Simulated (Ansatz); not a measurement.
Fields on a plane of LiNbO3 (LiNbO3 type, space group R3c)

```
LiNbO3
1.0
    2.59491     1.49817     4.67185
   -2.59491     1.49817     4.67185
    0.00000    -2.99635     4.67185
Li Nb O
2 2 6
Direct
  0.70263   0.70263   0.70263
  0.20263   0.20263   0.20263
  0.98385   0.98385   0.98385
  0.48385   0.48385   0.48385
  0.62628   0.87373   0.26322
  0.87373   0.26322   0.62628
  0.26322   0.62628   0.87373
  0.76322   0.37373   0.12628
  0.37373   0.12628   0.76322
  0.12628   0.76322   0.37373
```

The slice is a (0001) plane (indices of the conventional cell) through the point (0.874, 0.263, 0.626) (fractional), spanned by u = [1 0 -1] and v = [-1 2 -1] in vectors of this cell: u (5.19 Å) and v (8.99 Å, at 90° to u). It covers one period; positions are fractions (u, v).

Atoms on it: O at (0.06, 0.31); O at (0.56, 0.81); O at (0.00, 0.00); O at (0.50, 0.50); O at (0.07, 0.68); O at (0.57, 0.18). Other atoms lie within 1 Å of the plane.

Computed with PBE (plane waves to 420 eV, PAW, scalar-relativistic; Ansatz, a quantum-chemistry and plane-wave program). k mesh 8×8×8. Near the nuclei the fields are pseudised (PAW); where an atom keeps semicore shells as valence, they peak there. LiNbO3 is run without spin polarisation. LiNbO3 was relaxed with its symmetry unable to fall.

```tsv
v \ u	0.00	0.17	0.33	0.50	0.67	0.83
0.90	-0.2	-0.9	-1.2	-0.3	-0.5	-0.4
0.75	0.1	-0.1	-0.8	0.3	0.0	-0.6
0.60	-0.2	-0.3	-0.8	-0.3	-1.0	-1.2
0.45	-1.1	-1.1	-0.4	0.6	-0.5	-1.3
0.30	0.8	0.4	-0.2	-0.3	-0.8	-0.8
0.15	-0.8	-1.2	-0.9	0.5	0.3	-0.9
0.00	0.9	-0.3	-1.2	-1.4	-1.3	-0.2
```

Values: log₁₀ of the valence density in e/Å³. The scale is logarithmic, as a density can span decades between atoms and voids.

```
|xxxx886644446688886644xx|
|006699887777777766110000|
|004488999977xxxxxx000000|
|0044889999xxxxxxxx000000|
|xxxxxx888866xxxxxx220000|
|xxxxxx665555667788775533|
|xxxxxx665555779999998877|
|66xx77886655668899998888|
|7799999977xxxxxx88774455|
|5588999966xxxxxx7755xxxx|
|6688886644xxxxxx88664444|
|777766110000006699887777|
|xxxxxx000000004488999977|
|xxxxxx0000000044889999xx|
|xxxxxx220000xxxxxx888866|
|667788775533xxxxxx665555|
|779999998877xxxxxx665555|
|66889999888866xx77886655|
|xxxx887744557799999977xx|
|xxxx7755xxxx5588999966xx|
```
Scale: ten equal steps from 1.00 (start of '0') to 9.29 (end of '9'), in the order '0123456789'. Values: electrostatic potential energy of an electron, from the cell's mean, in eV. The map has 12 points along u (two characters each, u = 0 at the left) and 20 along v (v = 0 in the bottom row). Points within 0.8 Å of a nucleus are blanked (x), as the pseudised field means little there. Values under 1 eV are set to 1. The zero, the cell's mean, hangs on the PAW cores.
